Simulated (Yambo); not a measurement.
## Optical response of BaF2 at +2 % isotropic strain

```
CELL_PARAMETERS angstrom
      0.00000     3.12729     3.12729
      3.12729     0.00000     3.12729
      3.12729     3.12729     0.00000
ATOMIC_POSITIONS crystal
  F  0.25000 0.25000 0.25000
  F  0.75000 0.75000 0.75000
  Ba 0.00000 0.00000 0.00000
```

Yambo, RPA with local fields on PBEsol bands; 10×10×10 mesh, 46 bands, 4 Ry local-field block, 0.2 eV broadening; field along x.

```json
[
 {"E (eV)": "0.0", "Im ε": "0.00", "Re ε": "2.26", "Im ε, independent particles": "0.00"},
 {"E (eV)": "0.6", "Im ε": "0.00", "Re ε": "2.26", "Im ε, independent particles": "0.00"},
 {"E (eV)": "1.2", "Im ε": "0.00", "Re ε": "2.27", "Im ε, independent particles": "0.01"},
 {"E (eV)": "1.9", "Im ε": "0.01", "Re ε": "2.29", "Im ε, independent particles": "0.01"},
 {"E (eV)": "2.5", "Im ε": "0.01", "Re ε": "2.32", "Im ε, independent particles": "0.01"},
 {"E (eV)": "3.1", "Im ε": "0.01", "Re ε": "2.35", "Im ε, independent particles": "0.02"},
 {"E (eV)": "3.8", "Im ε": "0.02", "Re ε": "2.40", "Im ε, independent particles": "0.02"},
 {"E (eV)": "4.4", "Im ε": "0.02", "Re ε": "2.47", "Im ε, independent particles": "0.03"},
 {"E (eV)": "5.0", "Im ε": "0.03", "Re ε": "2.56", "Im ε, independent particles": "0.04"},
 {"E (eV)": "5.6", "Im ε": "0.05", "Re ε": "2.68", "Im ε, independent particles": "0.06"},
 {"E (eV)": "6.2", "Im ε": "0.08", "Re ε": "2.87", "Im ε, independent particles": "0.09"},
 {"E (eV)": "6.9", "Im ε": "0.28", "Re ε": "3.17", "Im ε, independent particles": "0.31"},
 {"E (eV)": "7.5", "Im ε": "0.59", "Re ε": "3.34", "Im ε, independent particles": "0.65"},
 {"E (eV)": "8.1", "Im ε": "0.95", "Re ε": "3.44", "Im ε, independent particles": "1.06"},
 {"E (eV)": "8.8", "Im ε": "1.48", "Re ε": "3.82", "Im ε, independent particles": "1.70"},
 {"E (eV)": "9.4", "Im ε": "3.12", "Re ε": "3.63", "Im ε, independent particles": "3.37"},
 {"E (eV)": "10.0", "Im ε": "2.90", "Re ε": "1.76", "Im ε, independent particles": "3.20"},
 {"E (eV)": "10.6", "Im ε": "2.35", "Re ε": "0.93", "Im ε, independent particles": "2.57"},
 {"E (eV)": "11.2", "Im ε": "1.51", "Re ε": "1.33", "Im ε, independent particles": "1.71"},
 {"E (eV)": "11.9", "Im ε": "1.87", "Re ε": "0.85", "Im ε, independent particles": "1.98"},
 {"E (eV)": "12.5", "Im ε": "1.73", "Re ε": "0.94", "Im ε, independent particles": "1.91"},
 {"E (eV)": "13.1", "Im ε": "1.32", "Re ε": "0.54", "Im ε, independent particles": "1.36"},
 {"E (eV)": "13.8", "Im ε": "0.86", "Re ε": "0.68", "Im ε, independent particles": "0.80"},
 {"E (eV)": "14.4", "Im ε": "0.76", "Re ε": "0.77", "Im ε, independent particles": "0.65"},
 {"E (eV)": "15.0", "Im ε": "0.62", "Re ε": "1.05", "Im ε, independent particles": "0.89"},
 {"E (eV)": "15.6", "Im ε": "0.67", "Re ε": "1.14", "Im ε, independent particles": "1.80"},
 {"E (eV)": "16.2", "Im ε": "0.61", "Re ε": "1.07", "Im ε, independent particles": "1.36"},
 {"E (eV)": "16.9", "Im ε": "0.50", "Re ε": "1.35", "Im ε, independent particles": "2.20"},
 {"E (eV)": "17.5", "Im ε": "0.66", "Re ε": "1.40", "Im ε, independent particles": "3.98"},
 {"E (eV)": "18.1", "Im ε": "0.67", "Re ε": "1.49", "Im ε, independent particles": "3.14"},
 {"E (eV)": "18.8", "Im ε": "1.01", "Re ε": "1.48", "Im ε, independent particles": "1.60"},
 {"E (eV)": "19.4", "Im ε": "0.67", "Re ε": "1.47", "Im ε, independent particles": "3.46"},
 {"E (eV)": "20.0", "Im ε": "0.81", "Re ε": "1.76", "Im ε, independent particles": "1.75"}
]
```

Structure narrower than a few tenths of an eV can come from the finite k mesh. Convergence of the RPA response with its 10×10×10 mesh was not tested. No excitonic effects at this level.

Geometry strained from the cell relaxed with PBEsol, atoms relaxed again.
